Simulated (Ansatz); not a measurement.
Relaxed-ion elastic tensor of Sb₂S₃ in space group Pnma (No. 62; Pearson symbol oP20) in GPa (Voigt order), DFT-PBE+D3(BJ) in the program Ansatz with PAW potentials; density 4.80 g/cm³, 23.48 Å³ per atom.

```
41.7  18.6  15.2   0.0   0.0   0.0
18.6  96.5  28.8   0.0   0.0   0.0
15.2  28.8  61.6   0.0   0.0   0.0
 0.0   0.0   0.0  34.7   0.0   0.0
 0.0   0.0   0.0   0.0  18.3   0.0
 0.0   0.0   0.0   0.0   0.0   9.8
```

**Question.** Is the crystal mechanically stable?

**Answer.** Yes: the smallest eigenvalue of C is 9.8 GPa.

**Question.** Work out the Voigt, Reuss and Hill averages.

**Answer.** K_V = 36.1, K_R = 30.9, K_H = 33.5; G_V = 21.7, G_R = 17.7, G_H = 19.7 GPa.

**Question.** Give Young's modulus, Poisson's ratio, Pugh's ratio and the universal anisotropy index.

**Answer.** E = 9KG/(3K + G) = 49.4 GPa; ν = 0.25; K/G = 1.70 (near the Pugh limit of 1.75, no verdict); A_U = 5G_V/G_R + K_V/K_R − 6 = 1.32.

**Question.** Estimate the sound speeds and the Debye temperature.

**Answer.** v_l = √((K + 4G/3)/ρ) = 3530 m/s, v_t = √(G/ρ) = 2020 m/s, mean 2250 m/s; Θ = (h/k)(3n/4πV)^(1/3) v_m = 234 K.

**Question.** Solve the Christoffel equation for the three sound speeds along x, y, z.

**Answer.** Eigenvalues of C_ijkl n_j n_l equal ρv². In km/s, slowest first: x 1.43, 1.95, 2.95; y 1.43, 2.69, 4.48; z 1.95, 2.69, 3.58.

**Question.** How much does each axis shrink under pressure?

**Answer.** Linear compressibilities β_i = Σ_j S_ij (j = 1 to 3): x 19, y 3.8, z 9.8 per TPa.

Symmetry was held in the PBE+D3(BJ) relaxation. Scalar-relativistic: spin–orbit coupling is off unless named, which matters more the heavier the elements.

Potentials: the later of the program's two PAW sets.
